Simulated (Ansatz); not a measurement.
# A trial form of AlGa₃Sb₂

Method: DFT PBE, scalar-relativistic, plane waves, PAW (Ansatz 0.2.0). Cutoff 420 eV, Gaussian smearing, Γ-centred meshes. Cell and atoms relax first on a coarse mesh and then on a finer one. In between, the cell is made exact in the group found at 0.06 Å. In metals the finer mesh still leaves noise of several meV/atom or more. The steps can't lower the symmetry of their start. No spin polarisation.

A trial structure of AlGa₃Sb₂ was built thus: random cell by space group and Wyckoff sites (P6/mmm, No. 191). Lengths were set from tabulated atomic sizes, so they are only a guess.

```cif
data_structure
_symmetry_space_group_name_H-M 'P6/mmm'
_symmetry_Int_Tables_number 191
_cell_length_a 4.4901
_cell_length_b 4.4901
_cell_length_c 8.1952
_cell_angle_alpha 90.000
_cell_angle_beta 90.000
_cell_angle_gamma 120.000
_cell_volume 143.09
loop_
_atom_site_label
_atom_site_type_symbol
_atom_site_symmetry_multiplicity
_atom_site_Wyckoff_symbol
_atom_site_fract_x
_atom_site_fract_y
_atom_site_fract_z
_atom_site_occupancy
Al1 Al 1 a 0.00000 0.00000 0.00000 1
Ga1 Ga 2 d 0.33333 0.66667 0.50000 1
Ga2 Ga 1 b 0.00000 0.00000 0.50000 1
Sb1 Sb 2 e 0.00000 0.00000 0.75084 1
```

The zero of energy is the elements' standard structures at the same level; no fitted shifts are applied.

Task: Where does the relaxation end?

Result: The symmetry stays P6/mmm (No. 191). The volume per atom grows by 49.3 %, from 23.8 to 35.6 Å³. The shortest distance goes from 2.04 Å (Al–Sb) to 2.56 Å (Al–Sb). The ratio c/a of the conventional cell changes by a factor of 1.19. The energy falls by about 1.5 eV/atom (the start's value is from the coarse mesh). Conventional cell: a = 4.841 Å, c = 10.528 Å. Al is surrounded by 2 Sb at 2.56 Å, 6 Al at 4.84 Å and 2 Ga at 5.26 Å; Ga on a site of symmetry -6m2 has 6 Ga at 2.79 Å; around Ga on a site of symmetry 6/mmm lie 2 Sb at 2.71 Å and 6 Ga at 2.79 Å; Sb has 1 Al at 2.56 Å and 1 Ga at 2.71 Å.

```cif
data_structure
_symmetry_space_group_name_H-M 'P 1'
_symmetry_Int_Tables_number 1
_cell_length_a 4.8407
_cell_length_b 4.8407
_cell_length_c 10.5282
_cell_angle_alpha 90.000
_cell_angle_beta 90.000
_cell_angle_gamma 120.000
_cell_volume 213.65
loop_
_atom_site_label
_atom_site_type_symbol
_atom_site_fract_x
_atom_site_fract_y
_atom_site_fract_z
_atom_site_occupancy
Al1 Al 0.00000 0.00000 0.00000 1
Ga1 Ga 0.33333 0.66667 0.50000 1
Ga2 Ga 0.66667 0.33333 0.50000 1
Ga3 Ga 0.00000 0.00000 0.50000 1
Sb1 Sb 0.00000 0.00000 0.75693 1
Sb2 Sb 0.00000 0.00000 0.24307 1
```

Task: Give its energy and gap.

Result:

| Item | Value |
| --- | --- |
| Energy over the elements | +0.65 eV/atom |
| Gap on the 12×12×4 mesh of the 6-atom cell | 0 eV (a metal) |

A positive value: parting into the elements would lower its energy.

The last run used Gaussian smearing of 0.10 eV. These runs have no spin–orbit coupling, which can matter for Sb. A structure relaxed within its symmetry needn't be a true minimum. Another cell of AlGa3Sb2 relaxed alike, in P6/mmm, lies 0.49 eV/atom lower, so this cell isn't the stable form at this level.
